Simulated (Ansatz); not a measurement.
The elements of this relaxed trial crystal are hidden behind letters.

```
lattice vectors (Å)
   4.3709    0.0000    0.0000
   0.0000    4.3709    0.0000
   0.0000    0.0000    4.4789
fractional positions
X 0.0000 0.5000 0.5000
X 0.5000 0.0000 0.5000
X 0.5000 0.5000 0.0000
Z 0.0000 0.0000 0.0000
```

All numbers below come from Ansatz, DFT PBE, scalar-relativistic, plane waves, PAW. Settings of the last relaxation (4-atom cell): 420 eV, 12×12×10 k points, Gaussian smearing of 0.10 eV, no spin polarisation.

```
Space group                                 : P4/mmm (No. 123)
Conventional cell                           : a = 4.371 Å, c = 4.479 Å
Volume per atom                             : 21.39 Å³
Density                                     : 5.59 g/cm³
Energy over the elements                    : −0.05 eV/atom
Gap on the 12×12×10 mesh of the 4-atom cell : 0 eV (a metal)
```

Energies are uncorrected and count from the elements' standard states at the same level.

**Question.** X is a p-block element of period 4 and Z is a p-block element of period 4. Which elements are they?

**Answer.** X = Ga, Z = Se, so the formula is Ga3Se. Density times volume gives a mean mass of 5.59 × 21.39/1.6605 = 72.0 u per atom, and this set has 72.0 u. Ga on a site of symmetry mmm is surrounded by 8 Ga at 3.09–3.13 Å and 4 Se at 3.13 Å; around Ga on a site of symmetry 4/mmm lie 4 Se at 3.09 Å and 8 Ga at 3.13 Å; around Se lie 12 Ga at 3.09–3.13 Å. Other sets within the hints have nearly the same mass, so mass alone doesn't settle it; this one was computed.

An odd number of electrons in the primitive cell allows no gap without spin; a larger cell or a magnetic state could open one. Symmetry constrained the relaxation, so the result can be a saddle point.
